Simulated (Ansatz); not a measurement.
SiO2:
```xyz
9
Lattice="4.9209 0.0000 0.0000 -2.4605 4.2616 0.0000 0.0000 0.0000 5.4164" Properties=species:S:1:pos:R:3 pbc="T T T"
Si     1.3065     2.2630     0.0000
Si     2.3078     0.0000     1.8055
Si    -1.1539     1.9987     3.6109
O      0.3071     1.7610     4.2498
O      0.7818     3.6470     0.6388
O     -1.0889     3.1152     2.4443
O      1.3716     1.1464     1.1666
O      2.7675     2.5006     4.7776
O      3.2423     0.6146     2.9721
```

Relaxed with r²SCAN.

Task: Which orbitals make up the states near the band edges in DFT-r²SCAN in the program Ansatz with PAW potentials?

Result: Top 1 eV of the valence band: O 2p 97 %. Bottom 1 eV of the conduction band: Si 3s 44 %, O 2s 21 %, Si 3p 14 %, O 2p 5 %, outside the projected shells 15 %. Projections are on Löwdin-orthogonalised atomic valence shells; empty p or d shells of many metals are not among them.

Task: Tabulate the density of states.

Result: States/eV per cell of 9 atoms, in 0.25 eV bins, energy from the valence-band maximum.

| E (eV) | total | O 2p | Si 3p | O 2s |
|---|---|---|---|---|
| -7.85 | 0.45 | 0.31 | 0.02 | 0.02 |
| -7.60 | 1.05 | 0.74 | 0.07 | 0.04 |
| -7.35 | 3.83 | 2.71 | 0.30 | 0.16 |
| -7.10 | 1.73 | 1.23 | 0.15 | 0.07 |
| -6.85 | 0.58 | 0.42 | 0.06 | 0.02 |
| -6.60 | 1.08 | 0.79 | 0.14 | 0.04 |
| -6.35 | 3.05 | 2.26 | 0.41 | 0.09 |
| -6.10 | 2.14 | 1.60 | 0.31 | 0.05 |
| -5.85 | 1.32 | 1.00 | 0.22 | 0.02 |
| -5.60 | 1.78 | 1.37 | 0.37 | 0.01 |
| -5.35 | 10.86 | 8.44 | 2.21 | 0.04 |
| -5.10 | 4.84 | 3.81 | 0.93 | 0.03 |
| -4.85 | 5.93 | 4.75 | 1.05 | 0.03 |
| -4.60 | 1.24 | 1.02 | 0.20 | 0.00 |
| -4.35 | 0.00 | 0.00 | 0.00 | 0.00 |
| -4.10 | 0.00 | 0.00 | 0.00 | 0.00 |
| -3.85 | 0.00 | 0.00 | 0.00 | 0.00 |
| -3.60 | 0.00 | 0.00 | 0.00 | 0.00 |
| -3.35 | 1.41 | 1.12 | 0.19 | 0.07 |
| -3.10 | 8.63 | 7.05 | 1.00 | 0.42 |
| -2.85 | 6.59 | 5.67 | 0.50 | 0.27 |
| -2.60 | 6.95 | 6.30 | 0.31 | 0.17 |
| -2.35 | 6.44 | 5.93 | 0.25 | 0.12 |
| -2.10 | 8.34 | 7.71 | 0.28 | 0.16 |
| -1.85 | 4.19 | 3.85 | 0.16 | 0.08 |
| -1.60 | 8.85 | 8.23 | 0.32 | 0.12 |
| -1.35 | 7.36 | 6.91 | 0.23 | 0.07 |
| -1.10 | 9.35 | 8.89 | 0.21 | 0.09 |
| -0.85 | 7.78 | 7.44 | 0.14 | 0.08 |
| -0.60 | 5.60 | 5.38 | 0.09 | 0.05 |
| -0.35 | 7.40 | 7.21 | 0.07 | 0.04 |
| -0.10 | 7.11 | 6.99 | 0.04 | 0.03 |
| 0.15 | 0.00 | 0.00 | 0.00 | 0.00 |
| 0.40 | 0.00 | 0.00 | 0.00 | 0.00 |
| 0.65 | 0.00 | 0.00 | 0.00 | 0.00 |
| 0.90 | 0.00 | 0.00 | 0.00 | 0.00 |
| 1.15 | 0.00 | 0.00 | 0.00 | 0.00 |
| 1.40 | 0.00 | 0.00 | 0.00 | 0.00 |
| 1.65 | 0.00 | 0.00 | 0.00 | 0.00 |
| 1.90 | 0.00 | 0.00 | 0.00 | 0.00 |
| 2.15 | 0.00 | 0.00 | 0.00 | 0.00 |
| 2.40 | 0.00 | 0.00 | 0.00 | 0.00 |
| 2.65 | 0.00 | 0.00 | 0.00 | 0.00 |
| 2.90 | 0.00 | 0.00 | 0.00 | 0.00 |
| 3.15 | 0.00 | 0.00 | 0.00 | 0.00 |
| 3.40 | 0.00 | 0.00 | 0.00 | 0.00 |
| 3.65 | 0.00 | 0.00 | 0.00 | 0.00 |
| 3.90 | 0.00 | 0.00 | 0.00 | 0.00 |
| 4.15 | 0.00 | 0.00 | 0.00 | 0.00 |
| 4.40 | 0.00 | 0.00 | 0.00 | 0.00 |
| 4.65 | 0.00 | 0.00 | 0.00 | 0.00 |
| 4.90 | 0.00 | 0.00 | 0.00 | 0.00 |
| 5.15 | 0.00 | 0.00 | 0.00 | 0.00 |
| 5.40 | 0.00 | 0.00 | 0.00 | 0.00 |
| 5.65 | 0.00 | 0.00 | 0.00 | 0.00 |
| 5.90 | 0.00 | 0.00 | 0.00 | 0.00 |
| 6.15 | 0.00 | 0.00 | 0.00 | 0.00 |
| 6.40 | 0.00 | 0.00 | 0.00 | 0.00 |
| 6.65 | 0.02 | 0.00 | 0.00 | 0.01 |
| 6.90 | 0.15 | 0.01 | 0.01 | 0.03 |
| 7.15 | 0.23 | 0.01 | 0.03 | 0.05 |
| 7.40 | 0.31 | 0.02 | 0.05 | 0.07 |
| 7.65 | 0.40 | 0.03 | 0.08 | 0.08 |
| 7.90 | 0.49 | 0.04 | 0.12 | 0.10 |
| 8.15 | 0.59 | 0.05 | 0.16 | 0.12 |
| 8.40 | 0.72 | 0.06 | 0.21 | 0.14 |
| 8.65 | 0.89 | 0.08 | 0.28 | 0.18 |
| 8.90 | 1.20 | 0.11 | 0.40 | 0.23 |
| 9.15 | 1.30 | 0.12 | 0.44 | 0.25 |
| 9.40 | 1.33 | 0.12 | 0.46 | 0.25 |
| 9.65 | 1.36 | 0.12 | 0.46 | 0.26 |
| 9.90 | 3.90 | 0.31 | 1.71 | 0.58 |
| 10.15 | 5.77 | 0.37 | 2.80 | 0.72 |
| 10.40 | 6.51 | 0.47 | 3.41 | 0.81 |
| 10.65 | 4.75 | 0.38 | 2.54 | 0.51 |
| 10.90 | 4.38 | 0.40 | 2.39 | 0.46 |
| 11.15 | 5.39 | 0.52 | 2.73 | 0.48 |
| 11.40 | 6.97 | 0.68 | 3.61 | 0.51 |

Space group P3_121. The cell was relaxed with r²SCAN under the symmetry of its start.

Potentials: the later of the program's two PAW sets.
